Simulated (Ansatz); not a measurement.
## From La2HfI6 to HfBi$_{2}$I$_{6}$

```
CELL_PARAMETERS angstrom
0.00000 5.71935 5.71935
5.71935 0.00000 5.71935
5.71935 5.71935 0.00000
ATOMIC_POSITIONS crystal
I 0.75630 0.24370 0.24370
I 0.24370 0.75630 0.24370
I 0.24370 0.75630 0.75630
I 0.75630 0.24370 0.75630
I 0.24370 0.24370 0.75630
I 0.75630 0.75630 0.24370
Hf 0.00000 0.00000 0.00000
La 0.25000 0.25000 0.25000
La 0.75000 0.75000 0.75000
```

All energies were calculated with Ansatz 0.2.0 (PBE; 420 eV; 5×5×5 Γ-centred mesh; fermi-dirac occupations of width 0.019 eV). Spin: none. Single points at fixed atoms.

Now every La is replaced by Bi on the same fractional sites, and the cell goes from 41.57 to 41.17 Å³ an atom (a = 8.062 Å, b = 8.062 Å, c = 8.062 Å, α = 60.00°, β = 60.00°, γ = 60.00°; 5×5×5 Γ-centred mesh, gaussian occupations of width 0.284 eV).

Q: How do gap, charges, pressure and binding respond?

A: The runs give:

```
                  quantity  La2HfI6  HfBi$_{2}$I$_{6}$
            pressure (GPa)     -1.3                0.0
formation energy (eV/atom)   -0.587             -0.145
```

Mean Bader charges in e: La +1.47 becomes Bi +0.52; I -0.76 → -0.49, Hf +1.60 → +1.92. Bi is more electronegative than La (Pauling 2.02 against 1.10); its site ends 0.95 e more negative, though valence and size count here beside electronegativity, and the I atoms together take up most of the change. Neither shows a clear gap on its mesh. At these unrelaxed cells the formation energy of La2HfI6 is the lower, by 0.44 eV an atom.

Origins: La2HfI6, a known structure type with other elements put in, at an estimated volume; HfBi2I6, a known structure type with other elements put in, at an estimated volume. An invented cell need not be a known compound.

Caveats: atoms and cells are not relaxed; wide smearing; pressure is positive in compression; a dash marks a value that doesn't apply or isn't given.
